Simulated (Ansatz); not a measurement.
Equation of state of CdPd

A database entry relaxed whole under r2SCAN (P4/mmm):

```xyz
2
Lattice="3.0457 0.0000 0.0000 0.0000 3.0457 0.0000 0.0000 0.0000 3.6528" Properties=species:S:1:pos:R:3 pbc="T T T"
Cd    0.0000    0.0000    0.0000
Pd    1.5228    1.5228    1.8264
```

The cell was scaled uniformly, its shape held, and the atoms relaxed at each volume with plane-wave PAW DFT (Ansatz 0.2.0; r2SCAN, 500 eV, 11×11×9 Γ-centred mesh, fermi-dirac occupations of width 0.100 eV; no spin, no spin-orbit coupling). One row is withheld.

| volume (Å³/atom) | energy over the lowest (meV/atom) | pressure (GPa) |
| --- | --- | --- |
| 15.925 | 26.9 | 9.23 |
| 16.264 | 11.3 | 5.74 |
| 16.603 | ? | ? |
| 16.942 | 0.0 | -0.04 |
| 17.281 | 2.8 | -2.42 |
| 17.619 | 10.3 | -4.51 |
| 17.958 | 21.9 | -6.34 |

Fit the pressures of the other rows to the third-order Birch-Murnaghan form.

With f = [(V₀/V)^(2/3) − 1]/2 and P = 3B₀f(1 + 2f)^(5/2)[1 + 3(B₀′ − 4)f/2], least squares gives V₀ = 16.94 Å³ an atom, B₀ = 127 GPa and B₀′ = 5.4; the rows miss the fit by less than 0.01 GPa. The slope of the energies differs from these pressures by 0.06 GPa, since they are taken to zero smearing while pressures follow the free energy.

What does the withheld row hold?

The fit gives 2.66 GPa at 16.603 Å³; the run gave 2.66 GPa and 2.6 meV an atom.

Caveats: the shape of the cell was held, so B₀ is an upper bound where the axes differ in stiffness; 0 K, fixed nuclei; the symmetry was kept, and this need not be the phase that is stable at 0 K; one mesh for all volumes; pressure is positive in compression.
